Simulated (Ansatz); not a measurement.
Au:
```cif
data_Au
_chemical_formula_sum 'Au1'
_space_group_name_H-M_alt 'P 1'
_space_group_IT_number 1
_cell_length_a 2.90515
_cell_length_b 2.90515
_cell_length_c 2.90515
_cell_angle_alpha 60.000
_cell_angle_beta 60.000
_cell_angle_gamma 60.000
loop_
_space_group_symop_operation_xyz
  'x, y, z'
loop_
_atom_site_label
_atom_site_type_symbol
_atom_site_fract_x
_atom_site_fract_y
_atom_site_fract_z
_atom_site_occupancy
Au1 Au 0.00000 0.00000 0.00000 1
```

Relaxed with r²SCAN+D4.

Q: Which orbitals make up the states near the Fermi level in r²SCAN+D4 (plane waves, PAW; program Ansatz)?

A: Within 0.5 eV of the Fermi level: Au 6s 46 %, Au 5d 33 %, outside the projected shells 22 %. Projections are on Löwdin-orthogonalised atomic valence shells; empty p or d shells of many metals are not among them.

Q: Tabulate the density of states.

A: States/eV per cell of 1 atom, in 0.25 eV bins, energy from the Fermi level.

```
E (eV)  total  Au 5d  Au 6s
------  -----  -----  -----
-7.85    0.19   0.03   0.16
-7.60    0.28   0.07   0.20
-7.35    0.64   0.34   0.29
-7.10    0.92   0.61   0.31
-6.85    1.59   1.23   0.35
-6.60    1.98   1.70   0.27
-6.35    1.72   1.56   0.16
-6.10    1.56   1.46   0.09
-5.85    1.20   1.16   0.03
-5.60    1.80   1.74   0.04
-5.35    2.01   1.93   0.06
-5.10    2.01   1.92   0.07
-4.85    2.35   2.22   0.10
-4.60    3.31   3.15   0.12
-4.35    1.90   1.78   0.09
-4.10    1.73   1.62   0.08
-3.85    1.82   1.73   0.06
-3.60    2.19   2.10   0.06
-3.35    1.94   1.86   0.05
-3.10    1.69   1.62   0.05
-2.85    1.63   1.57   0.04
-2.60    1.81   1.75   0.05
-2.35    2.65   2.60   0.04
-2.10    1.93   1.87   0.06
-1.85    0.60   0.52   0.07
-1.60    0.27   0.17   0.08
-1.35    0.26   0.15   0.09
-1.10    0.26   0.14   0.10
-0.85    0.26   0.12   0.11
-0.60    0.27   0.11   0.11
-0.35    0.27   0.10   0.12
-0.10    0.27   0.09   0.12
0.15     0.27   0.08   0.12
0.40     0.27   0.07   0.13
0.65     0.27   0.07   0.13
0.90     0.27   0.06   0.13
1.15     0.27   0.05   0.13
1.40     0.27   0.05   0.12
1.65     0.26   0.04   0.12
1.90     0.26   0.04   0.12
2.15     0.25   0.03   0.12
2.40     0.24   0.03   0.12
2.65     0.25   0.03   0.13
2.90     0.24   0.02   0.14
3.15     0.39   0.04   0.26
3.40     0.37   0.04   0.23
3.65     0.32   0.03   0.18
3.90     0.28   0.02   0.14
4.15     0.25   0.02   0.11
4.40     0.23   0.01   0.08
4.65     0.25   0.01   0.07
```

Space group Fm-3m (fcc (Cu type)). The r²SCAN+D4 relaxation kept the symmetry of its start. The pairwise dispersion correction was not fitted to metals. Spin–orbit coupling is left out wherever it is not named.

Potentials: the later of the program's two PAW sets.
